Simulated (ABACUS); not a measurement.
ABACUS run on Ge (P6_3/mmc, 8 atoms in the cell; from Materials Project mp-1091415): self-consistent single point.

Method: PBEsol, PseudoDojo 0.4 standard norm-conserving PBEsol (tails mended) pseudopotentials (plane waves; ABACUS 3.10.1).

```
Ge
1.0
    4.00312     0.00000     0.00000
   -2.00156     3.46680     0.00000
    0.00000     0.00000    13.15671
Ge
8
Direct
  0.00000   0.00000   0.40685
  0.00000   0.00000   0.59315
  0.00000   0.00000   0.90685
  0.00000   0.00000   0.09315
  0.33333   0.66667   0.34406
  0.66667   0.33333   0.65594
  0.66667   0.33333   0.84406
  0.33333   0.66667   0.15594
```

Reference input (self-consistent single point, DFT, PBEsol, plane waves, PseudoDojo 0.4 standard norm-conserving PBEsol (tails mended) pseudopotentials): KPT = Gamma 4 4 1 0 0 0; basis_type = pw; ecutwfc = 78 Ry; smearing_method = fd; smearing_sigma = 0.00734986 Ry; potentials = PseudoDojo 0.4 standard norm-conserving PBEsol (tails mended); symmetry = 1; ks_solver = cg; scf_nmax = 100; scf_thr = 1.0e-09 Ry; mixing_type = broyden; mixing_beta = 0.7. This run's input differs from it in these lines:

```diff
@@ -9,3 +9,3 @@
 smearing_method      fd
-smearing_sigma       0.00734986
+smearing_sigma       0.0220496
 ks_solver            cg
```

Output, abridged:

```
 SELF-CONSISTENT
 -------------------------------------------
                                 init_chg = atomic

 PW ALGORITHM --------------- ION=   1  ELEC=   1--------------------------------
 Notice: Threshold on eigenvalues was too large.

 Density error is 0.127843913998
                          Error Threshold = 7.97863396172e-05
 E_KohnSham     -1427.1967919919     -19418.0085384101
 E_Fermi        0.6578886709         8.9510345734

 PW ALGORITHM --------------- ION=   1  ELEC=   2--------------------------------

 Density error is 0.0122489573317
                          Error Threshold = 0.000114146351784
   [... lines left out ...]

 Density error is 1.88943667861e-09
                          Error Threshold = 8.73443163782e-11
 E_KohnSham     -1427.1988161808     -19418.0360789131
 E_Fermi        0.6758309343         9.1951515918

 PW ALGORITHM --------------- ION=   1  ELEC=  10--------------------------------

 Density error is 5.01283677888e-10
                          Error Threshold = 1.68699703448e-12
 E_KohnSham     -1427.1988161832     -19418.0360789465
 E_KS(sigma->0) -1427.1787129237     -19417.7625600686
 E_entropy(-TS) -0.0402065190        -0.5470377558
 E_Fermi        0.6758315725         9.1951602746
 charge density convergence is achieved
 final etot is -19418.036079 eV
 EFERMI = 9.1951602746 eV

 STATE ENERGY(eV) AND OCCUPATIONS    NSPIN == 1
   [... 65 lines left out ...]

 TOTAL-FORCE (eV/Angstrom)
                       Ge1        -0.0000359403         0.0000207501         0.0702191233
                       Ge2         0.0000359403        -0.0000207501        -0.0702191233
                       Ge3         0.0000359403        -0.0000207501         0.0702191233
                       Ge4        -0.0000359403         0.0000207501        -0.0702191233
                       Ge5         0.0000319550        -0.0000184492        -0.0346314789
                       Ge6        -0.0000319550         0.0000184492         0.0346314789
                       Ge7        -0.0000319550         0.0000184492        -0.0346314789
   [... lines left out ...]

 TOTAL-STRESS (KBAR)
        15.5990727194        -0.0005786898         0.0000000000
        -0.0005786898        15.5984010360         0.0000000000
         0.0000000000         0.0000000000       -10.9292031515
 TOTAL-PRESSURE: 6.756090 KBAR

 --------------------------------------------
 !FINAL_ETOT_IS -19418.0360789464903064 eV
 --------------------------------------------
```

The run converged in 10 iterations. Against the reference run the free energy drops by 27.9 meV/atom, the pressure moves little (0.58 to 0.68 GPa) and the largest force goes from 0.060 to 0.070 eV/Å.

This run is one point of a test of settings, so its values need not be converged; read them against the reference run alone. The structure comes from a collection of computed structures, made at another level of theory; the collection holds predicted forms beside known ones. No clean gap shows at this smearing width and mesh (spacing up to 0.48 Å⁻¹); the mesh is coarse for partly filled bands, so the values carry mesh errors. Semi-local functionals can close small gaps.

Cost on one core: very roughly 11 core-minutes.

“Tails mended”: in these copies of the files the far tail of each local potential was reset to the Coulomb form.
